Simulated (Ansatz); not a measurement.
Tl (hcp, Mg type)

```yaml
crystal:
  lattice:
    - [3.51996, 0.00000, 0.00000]
    - [-1.75998, 3.04838, 0.00000]
    - [0.00000, 0.00000, 5.60163]
  atoms:
    - { symbol: Tl, position: [0.33333, 0.66667, 0.75000] }
    - { symbol: Tl, position: [0.66667, 0.33333, 0.25000] }
```

This relaxed cell (volume V₀) is scaled evenly in all directions, its shape held. Symmetry pins the atoms to their sites.

All values below come from r2SCAN (plane waves to 500 eV, PAW, scalar-relativistic; Ansatz, a program for electronic structure). k mesh 15×15×9 (Γ-centred), Fermi-Dirac smearing 0.05 eV. Energies are smeared free energies. Stress and pressure are positive under compression. With the shape held, the modulus is that of even scaling; a crystal free to change shape is softer. Spin-orbit coupling is left out, though Tl is heavy. Tl was relaxed with its symmetry unable to fall. ΔE is measured from the relaxed starting cell. The last digit holds for this mesh only.

```csv
V (Å³/atom),ΔE (meV/atom)
25.245,111.2
26.046,72.2
26.847,43.3
27.649,22.9
28.451,withheld
29.252,2.3
30.053,0.0
30.855,2.0
31.656,7.6
32.458,16.2
33.259,27.4
34.060,40.7
34.862,55.8
```

Task: Fit a third-order Birch-Murnaghan form (E₀, V₀, B₀, B₀′ free) to the given rows and predict ΔE at V = 28.451.

Result: Least squares on the 12 given rows: ΔE = E₀ + (9V₀B₀/16)·y²·[2 + (B₀′ − 4)y], y = (V₀/V)^(2/3) − 1, with V₀ = 30.054 Å³/atom, B₀ = 31.91 GPa (160.2 GPa = 1 eV/Å³; the term in eV is multiplied by 1000), B₀′ = 5.41, E₀ = -0.01 meV/atom; root-mean-square residual 0.03 meV/atom. At 28.451 the fit gives 9.6 meV/atom; the calculation gives 9.6 meV/atom, the same to the digits shown. For the pressure the fit gives 2.0 GPa against the computed 2.0 GPa.

(Under strain, the slope of the energy per volume gives the stress and its curvature an elastic modulus.)
